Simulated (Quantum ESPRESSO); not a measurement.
## MgGa3SP3 (finding a planted mistake in a log)

Simulated, not a measurement. The program is pw.x of Quantum ESPRESSO 7.5 (plane-wave density functional theory). The cell is made up: 8 atoms on a zincblende/diamond lattice, with randomly drawn elements, strain and displacements, not relaxed. PseudoDojo standard norm-conserving files (v0.5 for PBE, v0.4.1 for LDA and PBEsol) set the functional; there is no spin polarisation, spin-orbit coupling or dispersion term, and the masses in the input are unused placeholders.

Intended input:

```
&control calculation='scf', pseudo_dir='./dojo.nc.sr.pbe.v0_5.standard.upf', outdir='./o', disk_io='low', tprnfor=.true., tstress=.true. /
&system ibrav=0, nat=8, ntyp=4, nbnd=41, ecutwfc=84.00895049, nosym=.true., tot_charge=0,
 occupations='smearing', smearing='fd', degauss=0.0018374661
/
&electrons conv_thr=7.350e-09, electron_maxstep=60, /
ATOMIC_SPECIES
Ga 1.0 Ga.upf
Mg 1.0 Mg.upf
P 1.0 P.upf
S 1.0 S.upf
CELL_PARAMETERS angstrom
5.6267 0.0 0.0
0.0 5.6267 0.0
0.0 0.0 5.6267
ATOMIC_POSITIONS angstrom
Mg -0.1546 0.0389 -0.007
Ga -0.0202 2.9968 2.6698
Ga 2.7312 -0.1057 2.944
Ga 2.7663 2.7843 0.026
S 1.3389 1.4874 1.4095
P 1.367 4.3197 4.2607
P 4.268 1.5437 4.2094
P 4.2661 4.3609 1.4433
K_POINTS automatic
4 4 4 1 1 1
```

The log is shortened where brackets say so; the opening notice, blank lines, dates and the lines on written files are dropped, and the path of the files is cut. It prints rydbergs, bohrs and kilobars, and counts compression as positive stress. Where no state is partly filled, the Fermi energy that it prints is only some level between the filled and the empty states on the mesh, and need not lie in the true gap.

Log of the intended run:

```
     Program PWSCF v.7.5
     Parallel version (MPI & OpenMP), running on       4 processor cores
     Number of MPI processes:                 4
     Threads/MPI process:                     1
     [start-up lines left out]
     bravais-lattice index     =            0
     lattice parameter (alat)  =      10.6329  a.u.
     unit-cell volume          =    1202.1478 (a.u.)^3
     number of atoms/cell      =            8
     number of atomic types    =            4
     number of electrons       =        70.00
     number of Kohn-Sham states=           41
     kinetic-energy cutoff     =      84.0090  Ry
     charge density cutoff     =     336.0358  Ry
     scf convergence threshold =      7.3E-09
     mixing beta               =       0.7000
     number of iterations used =            8  plain     mixing
     Exchange-correlation= PBE
                           (   1   4   3   4   0   0   0)
     [axes and pseudopotential details left out]
   Cartesian axes
     site n.     atom                  positions (alat units)
         1        Mg     tau(   1) = (  -0.0274761   0.0069135  -0.0012441  )
         2        Ga     tau(   2) = (  -0.0035900   0.5326035   0.4744877  )
         3        Ga     tau(   3) = (   0.4854000  -0.0187854   0.5232196  )
         4        Ga     tau(   4) = (   0.4916381   0.4948371   0.0046208  )
         5        S      tau(   5) = (   0.2379548   0.2643468   0.2505021  )
         6        P      tau(   6) = (   0.2429488   0.7677146   0.7572289  )
         7        P      tau(   7) = (   0.7585263   0.2743526   0.7481117  )
         8        P      tau(   8) = (   0.7581886   0.7750369   0.2565091  )
     number of k points=    32  Fermi-Dirac smearing, width (Ry)=  0.0018
                       cart. coord. in units 2pi/alat
        k(    1) = (   0.1250000   0.1250000   0.1250000), wk =   0.0625000
        k(    2) = (   0.1250000   0.1250000   0.3750000), wk =   0.0625000
     [further k points left out]
     Dense  grid:   124823 G-vectors     FFT dimensions: (  64,  64,  64)
     Estimated max dynamical RAM per process >     246.69 MB
     Estimated total dynamical RAM >     895.35 MB
     Initial potential from superposition of free atoms
     starting charge      69.9907, renormalised to      70.0000
     Starting wfcs are   48 randomized atomic wfcs
     total cpu time spent up to now is        3.0 secs
     per-process dynamical memory:   181.0 Mb
     Self-consistent Calculation
     iteration #  1     ecut=    84.01 Ry     beta= 0.70
     Davidson diagonalization with overlap
     ethr =  1.00E-02,  avg # of iterations =  4.0
     Threshold (ethr) on eigenvalues was too large:
     Diagonalizing with lowered threshold
     Davidson diagonalization with overlap
     ethr =  5.83E-04,  avg # of iterations =  2.0
     total cpu time spent up to now is       11.6 secs
     total energy              =    -641.29372580 Ry
     estimated scf accuracy    <       0.40614110 Ry
     iteration #  2     ecut=    84.01 Ry     beta= 0.70
     Davidson diagonalization with overlap
     ethr =  5.80E-04,  avg # of iterations =  3.2
     total cpu time spent up to now is       16.1 secs
     total energy              =    -641.38854936 Ry
     estimated scf accuracy    <       0.17479131 Ry
     [iterations 3 to 8 left out]
     iteration #  9     ecut=    84.01 Ry     beta= 0.70
     Davidson diagonalization with overlap
     ethr =  2.67E-10,  avg # of iterations =  2.9
     total cpu time spent up to now is       47.8 secs
     total energy              =    -641.42917055 Ry
     estimated scf accuracy    <       0.00000003 Ry
     iteration # 10     ecut=    84.01 Ry     beta= 0.70
     Davidson diagonalization with overlap
     ethr =  4.19E-11,  avg # of iterations =  2.0
     total cpu time spent up to now is       51.8 secs
     End of self-consistent calculation
     [lines on levels left out]
     the Fermi energy is     6.3704 ev
!    total energy              =    -641.42917056 Ry
     estimated scf accuracy    <          3.5E-09 Ry
     smearing contrib. (-TS)   =      -0.00000000 Ry
     internal energy E=F+TS    =    -641.42917056 Ry
     The total energy is F=E-TS. E is the sum of the following terms:
     one-electron contribution =    -348.85753713 Ry
     hartree contribution      =     213.82098626 Ry
     xc contribution           =    -160.06231763 Ry
     ewald contribution        =    -346.33030206 Ry
     convergence has been achieved in  10 iterations
     Forces acting on atoms (cartesian axes, Ry/au):
     atom    1 type  2   force =     0.03517184    0.03084240   -0.01974251
     atom    2 type  1   force =     0.00224985   -0.01268123    0.06302835
     atom    3 type  1   force =     0.06295500    0.04389188   -0.00684721
     atom    4 type  1   force =     0.03325869    0.03592877   -0.02160919
     atom    5 type  4   force =     0.01476320   -0.00552058    0.01104686
     atom    6 type  3   force =    -0.01410823   -0.05686472    0.00160943
     atom    7 type  3   force =    -0.04510685    0.00510757   -0.03681708
     atom    8 type  3   force =    -0.08918350   -0.04070407    0.00933133
     Total force =     0.180102     Total SCF correction =     0.000274
     Computing stress (Cartesian axis) and pressure
          total   stress  (Ry/bohr**3)                   (kbar)     P=       -3.00
  -0.00004882  -0.00005904  -0.00011733           -7.18       -8.69      -17.26
  -0.00005904  -0.00001168  -0.00021624           -8.69       -1.72      -31.81
  -0.00011733  -0.00021624  -0.00000059          -17.26      -31.81       -0.09
     init_run     :      2.87s CPU      2.96s WALL (       1 calls)
     electrons    :     48.53s CPU     48.78s WALL (       1 calls)
     forces       :      0.67s CPU      0.69s WALL (       1 calls)
     stress       :      2.12s CPU      2.12s WALL (       1 calls)
     [timing details left out]
     PWSCF        :     54.26s CPU     54.64s WALL
     JOB DONE.
```

A second run was made from an input with one planted mistake. Its log:

```
     Program PWSCF v.7.5
     Parallel version (MPI & OpenMP), running on       4 processor cores
     Number of MPI processes:                 4
     Threads/MPI process:                     1
     [start-up lines left out]
     bravais-lattice index     =            0
     lattice parameter (alat)  =      10.6329  a.u.
     unit-cell volume          =    1202.1478 (a.u.)^3
     number of atoms/cell      =            8
     number of atomic types    =            4
     number of electrons       =        71.00
     number of Kohn-Sham states=           42
     kinetic-energy cutoff     =      84.0090  Ry
     charge density cutoff     =     336.0358  Ry
     scf convergence threshold =      7.3E-09
     mixing beta               =       0.7000
     number of iterations used =            8  plain     mixing
     Exchange-correlation= PBE
                           (   1   4   3   4   0   0   0)
     [axes and pseudopotential details left out]
   Cartesian axes
     site n.     atom                  positions (alat units)
         1        Mg     tau(   1) = (  -0.0274761   0.0069135  -0.0012441  )
         2        Ga     tau(   2) = (  -0.0035900   0.5326035   0.4744877  )
         3        Ga     tau(   3) = (   0.4854000  -0.0187854   0.5232196  )
         4        Ga     tau(   4) = (   0.4916381   0.4948371   0.0046208  )
         5        S      tau(   5) = (   0.2379548   0.2643468   0.2505021  )
         6        P      tau(   6) = (   0.2429488   0.7677146   0.7572289  )
         7        P      tau(   7) = (   0.7585263   0.2743526   0.7481117  )
         8        P      tau(   8) = (   0.7581886   0.7750369   0.2565091  )
     number of k points=    32  Fermi-Dirac smearing, width (Ry)=  0.0018
                       cart. coord. in units 2pi/alat
        k(    1) = (   0.1250000   0.1250000   0.1250000), wk =   0.0625000
        k(    2) = (   0.1250000   0.1250000   0.3750000), wk =   0.0625000
     [further k points left out]
     Dense  grid:   124823 G-vectors     FFT dimensions: (  64,  64,  64)
     Estimated max dynamical RAM per process >     249.81 MB
     Estimated total dynamical RAM >     907.82 MB
     Initial potential from superposition of free atoms
     starting charge      69.9907, renormalised to      71.0000
     Starting wfcs are   48 randomized atomic wfcs
     total cpu time spent up to now is        2.9 secs
     per-process dynamical memory:   174.4 Mb
     Self-consistent Calculation
     iteration #  1     ecut=    84.01 Ry     beta= 0.70
     Davidson diagonalization with overlap
     ethr =  1.00E-02,  avg # of iterations =  4.0
     Threshold (ethr) on eigenvalues was too large:
     Diagonalizing with lowered threshold
     Davidson diagonalization with overlap
     ethr =  9.92E-04,  avg # of iterations =  1.4
     total cpu time spent up to now is       11.4 secs
     total energy              =    -640.59977452 Ry
     estimated scf accuracy    <       0.70677311 Ry
     iteration #  2     ecut=    84.01 Ry     beta= 0.70
     Davidson diagonalization with overlap
     ethr =  9.95E-04,  avg # of iterations =  2.7
     total cpu time spent up to now is       16.1 secs
     total energy              =    -640.80278857 Ry
     estimated scf accuracy    <       0.35164843 Ry
     [iterations 3 to 9 left out]
     iteration # 10     ecut=    84.01 Ry     beta= 0.70
     Davidson diagonalization with overlap
     ethr =  2.08E-10,  avg # of iterations =  2.4
     total cpu time spent up to now is       52.3 secs
     total energy              =    -640.88005874 Ry
     estimated scf accuracy    <       0.00000002 Ry
     iteration # 11     ecut=    84.01 Ry     beta= 0.70
     Davidson diagonalization with overlap
     ethr =  3.40E-11,  avg # of iterations =  2.7
     total cpu time spent up to now is       56.8 secs
     End of self-consistent calculation
     [lines on levels left out]
     the Fermi energy is     7.8063 ev
!    total energy              =    -640.88005874 Ry
     estimated scf accuracy    <          2.2E-09 Ry
     smearing contrib. (-TS)   =      -0.00091500 Ry
     internal energy E=F+TS    =    -640.87914374 Ry
     The total energy is F=E-TS. E is the sum of the following terms:
     one-electron contribution =    -347.92790645 Ry
     hartree contribution      =     214.14885548 Ry
     xc contribution           =    -160.76979071 Ry
     ewald contribution        =    -346.33030206 Ry
     convergence has been achieved in  11 iterations
     Forces acting on atoms (cartesian axes, Ry/au):
     atom    1 type  2   force =     0.03633401    0.02855280   -0.01704404
     atom    2 type  1   force =     0.00223576   -0.01291035    0.05288691
     atom    3 type  1   force =     0.05190758    0.03729043   -0.01552815
     atom    4 type  1   force =     0.02532173    0.03359466   -0.02013560
     atom    5 type  4   force =     0.01031347   -0.00925471    0.01368287
     atom    6 type  3   force =    -0.01116138   -0.05280342    0.00684224
     atom    7 type  3   force =    -0.03564504    0.01071081   -0.03600149
     atom    8 type  3   force =    -0.07930611   -0.03518022    0.01529726
     Total force =     0.160241     Total SCF correction =     0.000201
     Computing stress (Cartesian axis) and pressure
          total   stress  (Ry/bohr**3)                   (kbar)     P=      112.84
   0.00075145  -0.00009223  -0.00016831          110.54      -13.57      -24.76
  -0.00009223   0.00077392  -0.00026125          -13.57      113.85      -38.43
  -0.00016831  -0.00026125   0.00077591          -24.76      -38.43      114.14
     init_run     :      2.76s CPU      2.82s WALL (       1 calls)
     electrons    :     53.62s CPU     53.89s WALL (       1 calls)
     forces       :      0.70s CPU      0.70s WALL (       1 calls)
     stress       :      2.19s CPU      2.19s WALL (       1 calls)
     [timing details left out]
     PWSCF        :     59.35s CPU     59.71s WALL
     JOB DONE.
```

Question: what was wrong in the second input?

Answer: the cell has the wrong charge. The input lines that differ, file-writing options aside:

```
- &system ibrav=0, nat=8, ntyp=4, nbnd=41, ecutwfc=84.00895049, nosym=.true., tot_charge=0,
+ &system ibrav=0, nat=8, ntyp=4, nbnd=42, ecutwfc=84.00895049, nosym=.true., tot_charge=-1,
```

|  | intended run | run with the mistake |
| --- | --- | --- |
| free energy (eV) | -8727.088 | -8719.617 |
| smearing term -TS (eV) | 0.0000 | -0.0124 |
| pressure (GPa) | -0.30 | 11.28 |
| largest force component (eV/Å) | 2.293 | 2.039 |
| largest change of a force component (eV/Å) |  | 0.284 |
| iterations | 10 | 11 |

For scale, a rerun of the intended cell at 1437 eV and a 6 x 6 x 6 mesh moved values by no more than 0.007 eV in energy, 0.02 GPa in stress and 0.005 eV/Å in force. The charged cell sits in a uniform background, so its energy and stress rest on the program's zero of potential. The number of bands, nbnd, was set by rule from the electron count and the smearing, so it follows the mistake.